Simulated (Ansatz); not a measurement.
C in space group Imma (No. 74; C on 8g, C on 8h) at seven volumes, PBE in the plane-wave PAW code Ansatz, shape and atoms relaxed at each. One row is withheld.

| V (Å³/atom) | P (GPa) |
|---|---|
| 7.183 | 15.04 |
| 7.420 | 9.10 |
| 7.657 | 4.13 |
| 7.893 | 0.00 |
| 8.130 | -3.42 |
| 8.367 | ? |
| 8.604 | -8.71 |

### Question
Fit the shown pressures and predict the withheld one.

### Answer
P = (3/2)B₀(x^(7/2) − x^(5/2))[1 + (3/4)(B′ − 4)(x − 1)] with x = (V₀/V)^(2/3). Least squares on the six rows gives V₀ = 7.894 Å³/atom, B₀ = 126 GPa, B′ = 5.04. At V = 8.367, x = 0.9619 and P = -6.33 GPa. The run itself gave -6.28 GPa.

The start of the workflow was typed in or built on a structure type; neither database checked (COD, Materials Project) lists it. It is not the phase usual at ambient conditions (space group No. 194, 227). The PBE relaxation kept the symmetry of its start; its stability against distortions is not shown here.

Potentials: the earlier of the program's two PAW sets.
